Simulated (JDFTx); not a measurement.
Input for JDFTx (a modified build): oxalic acid, C2H2O4 (SMILES O=C(O)C(=O)O), charge 0, multiplicity 1, linear PCM (GLSSA13), ethylene carbonate, 1 M KF; lengths in bohr, energies in hartree. This linear run has a cavity as tight as the nonlinear model's, a pairing that the parameters may not suit. The run starts from orbitals saved by an earlier run of the same system.

```
lattice \
  24.0940080890 0.0000000000 0.0000000000 \
  0.0000000000 19.8421243086 0.0000000000 \
  0.0000000000 0.0000000000 14.6453774658
coords-type Cartesian
ion O -3.0993089958 -1.1670512005 0.0219936937 0
ion C -1.3293729463 0.5989817322 -0.0011060950 0
ion O -1.7206521103 2.8278507476 -0.0219936937 0
ion C 1.3296539127 -0.5989094088 -0.0035431631 0
ion O 3.0992908999 1.1685970772 0.0206678399 0
ion O 1.7210607516 -2.8278507476 -0.0217852329 0
ion H -4.7799462740 -0.4266067241 0.0186536671 0
ion H 4.7799462740 0.4282958440 0.0201188210 0
ion-species pseudo/o_pbe_v1.2.upf
ion-species pseudo/c_pbe_v1.2.upf
ion-species pseudo/h_pbe_v1.4.upf
elec-cutoff 20 100
elec-ex-corr gga-PBE
symmetries none
elec-n-bands 17
electronic-minimize nIterations 150 energyDiffThreshold 1e-7
fluid LinearPCM
pcm-variant GLSSA13
fluid-solvent EC
fluid-cation K+ 1
fluid-anion F- 1
fluid-minimize nIterations 400 knormThreshold 1e-11
wavefunction read s2.wfns
dump-name s5.$VAR
dump End State Ecomponents EigStats BandEigs Forces ElecDensity IonicPositions FluidDebug
```

The log closes as follows.

```
[...]
ElecMinimize: Iter:  23  Etot: -77.004919492928337  |grad|_K:  5.596e-07  alpha:  3.098e-01  linmin: -2.614e-03
ElecMinimize: Iter:  24  Etot: -77.004919573675437  |grad|_K:  6.040e-07  alpha:  4.640e-01  linmin: -1.102e-01
ElecMinimize: Iter:  25  Etot: -77.004919602026121  |grad|_K:  4.594e-07  alpha:  2.213e-01  linmin:  7.154e-02
ElecMinimize: Converged (|Delta Etot|<1.000000e-07 for 2 iters).

# Ionic positions in cartesian coordinates:
ion O  -3.099308995800000  -1.167051200500000   0.021993693700000 0
ion O  -1.720652110300000   2.827850747600000  -0.021993693700000 0
ion O   3.099290899900000   1.168597077200000   0.020667839900000 0
ion O   1.721060751600000  -2.827850747600000  -0.021785232900000 0
ion C  -1.329372946300000   0.598981732200000  -0.001106095000000 0
ion C   1.329653912700000  -0.598909408800000  -0.003543163100000 0
ion H  -4.779946274000001  -0.426606724100000   0.018653667100000 0
ion H   4.779946274000001   0.428295844000000   0.020118821000000 0

# Forces in Cartesian coordinates:
force O   0.127684954316367  -0.042851117064043   0.000084828680452 0
force O  -0.005805737812108   0.056828189557646  -0.000399944916374 0
force O  -0.127868862949943   0.042518803388927  -0.000246255230120 0
force O   0.005857896200688  -0.056637019026642  -0.000492380511464 0
force C  -0.006541279727922  -0.073778251994972   0.000332810232448 0
force C   0.006632537727739   0.073919097839216   0.000890764314798 0
force H  -0.136715768114913   0.051806170332535  -0.000163940467797 0
force H   0.136691074397194  -0.051757283864829   0.000000728296084 0

# Energy components:
   A_diel =       -0.3150577124550129
   Eewald =       46.0191430699590711
       EH =      110.6782477990669378
     Eloc =     -262.7989671945429677
      Enl =       10.8135616074192118
      Exc =      -18.8939444506172691
 Exc_core =        0.3275465121841851
       KE =       37.1645507669596995
-------------------------------------
     Etot =      -77.0049196020261206


	eMin: -0.999717 at state 0 ( [ +0.000000 +0.000000 +0.000000 ] spin 0 )
	HOMO: -0.208519 at state 0 ( [ +0.000000 +0.000000 +0.000000 ] spin 0 )
```

The run took 26 electronic cycles (a count that differs between repeats, as do the digits past 10⁻⁶ Ha); the highest occupied level lies at -5.67 eV from the bulk liquid; the total lies -2.75 eV from the vacuum run at this geometry.
